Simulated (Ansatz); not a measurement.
**Is this TiCo structure stable?**

It was relaxed at this level from a Materials Project cell.

Computed with DFT PBE, scalar-relativistic, plane waves, PAW (Ansatz). Plane waves to 420 eV, an 18×18×18 mesh through Γ for the 2-atom cell and 0.10 eV Gaussian smearing; collinear spin.

```
Ti Co
1.0
     2.98520    0.00000    0.00000
     0.00000    2.98520    0.00000
     0.00000    0.00000    2.98520
Ti Co
1 1
Direct
  0.00000 0.00000 0.00000
  0.50000 0.50000 0.50000
```

Energies over the elements count from the elements' standard structures at the same level, with no fitted energy shifts.

**Question.** These tests were run: energy against the elements; phonons at Γ. What do they show?

**Answer.**

| test | result |
| --- | --- |
| energy against the elements | −0.40 eV/atom |
| phonons at Γ | lowest optical mode 226 cm⁻¹ |

It fails none of these tests. Competing phases weren't compared here. Phonons away from Γ weren't computed.

Another magnetic order may lie lower. The run for the phonons used an 18×18×18 k mesh and Gaussian smearing of 0.20 eV. The cell carries site moments Co 1.0 μB.
